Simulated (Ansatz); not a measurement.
TiTeSe:
```
CELL_PARAMETERS angstrom
      3.54218     0.00000     0.00000
     -1.77109     3.06762     0.00000
      0.00000     0.00000     6.18434
ATOMIC_POSITIONS crystal
  Ti 0.00000 0.00000 0.97851
  Te 0.66667 0.33333 0.27390
  Se 0.33333 0.66667 0.74760
```

Relaxed with LDA. Special points in fractions of this cell's reciprocal vectors: Γ (0.000, 0.000, 0.000); M (0.500, 0.000, 0.000); K (0.333, 0.333, 0.000); A (0.000, 0.000, 0.500); L (0.500, 0.000, 0.500); H (0.333, 0.333, 0.500).

Question: List the band energies nearest the Fermi level at these points for LDA in the plane-wave PAW code Ansatz.

Answer: In eV from the Fermi level; about four levels below and three above (degenerate sets whole), none deeper than 8.9 eV; points with the same levels are listed once.

| k | below | above |
|---|---|---|
| Γ | -5.82 -2.25 -2.25 -0.26 | 0.43 0.43 0.87 |
| M | -2.59 -2.39 -0.97 -0.01 | 1.38 1.73 2.80 |
| K | -4.07 -2.98 -2.69 -2.35 | 1.15 1.48 1.60 |
| A | -3.87 -3.14 -2.20 -2.20 | 0.41 0.41 0.95 0.95 |
| L | -2.56 -1.30 -0.53 -0.28 | 1.38 1.70 2.97 |
| H | -4.02 -3.61 -2.10 -2.00 | 0.98 1.08 1.12 |

Space group P3m1. The workflow started from a Materials Project entry (that database holds measured and hypothetical structures alike); the Crystallography Open Database copy checked does not list it. Whether it is the stable phase at ambient conditions was not checked. Symmetry was held in the LDA relaxation; its stability against distortions is not shown here. The run is not spin-polarised. A crystal of weakly bound layers computed without a dispersion correction: the cell and the soft elastic constants depend strongly on that. Scalar-relativistic: spin–orbit coupling is off unless named, which matters more the heavier the elements.

Potentials: the later of the program's two PAW sets.
